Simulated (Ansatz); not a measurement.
Given:

SiW$_{2}$:
```cif
data_Si2W4
_chemical_formula_sum 'Si2 W4'
_space_group_name_H-M_alt 'P 1'
_space_group_IT_number 1
_cell_length_a 4.47064
_cell_length_b 4.47064
_cell_length_c 5.18336
_cell_angle_alpha 90.000
_cell_angle_beta 90.000
_cell_angle_gamma 120.000
loop_
_space_group_symop_operation_xyz
  'x, y, z'
loop_
_atom_site_label
_atom_site_type_symbol
_atom_site_fract_x
_atom_site_fract_y
_atom_site_fract_z
_atom_site_occupancy
Si1 Si 0.33333 0.66667 0.25000 1
Si2 Si 0.66667 0.33333 0.75000 1
W1 W 0.00000 0.00000 0.00000 1
W2 W 0.00000 0.00000 0.50000 1
W3 W 0.33333 0.66667 0.75000 1
W4 W 0.66667 0.33333 0.25000 1
```

This is the PBE-relaxed structure.

Question: All from PBE (plane waves, PAW; program Ansatz), unless another level is named. Estimate the electronic character.

Answer: metallic (no gap).

Question: Give the density of states at the Fermi level.

Answer: 0.95 states/eV per atom (mean over ±0.08 eV).

Question: Predict the formation energy from the elements (no fitted shifts).

Answer: 0.24 eV/atom.

Space group P6_3/mmc. A made-up cell: these elements were put on the sites of a structure type; neither database checked (COD, Materials Project) lists it. Its standing as an ambient phase is unchecked. The cell was relaxed with PBE under the symmetry of its start; whether a distortion lowers the energy is not shown. The run is not spin-polarised. The references are the lowest solids computed at this level, not always the standard phases. Scalar-relativistic: spin–orbit coupling is off unless named, which matters more the heavier the elements.

Potentials: the later of the program's two PAW sets.
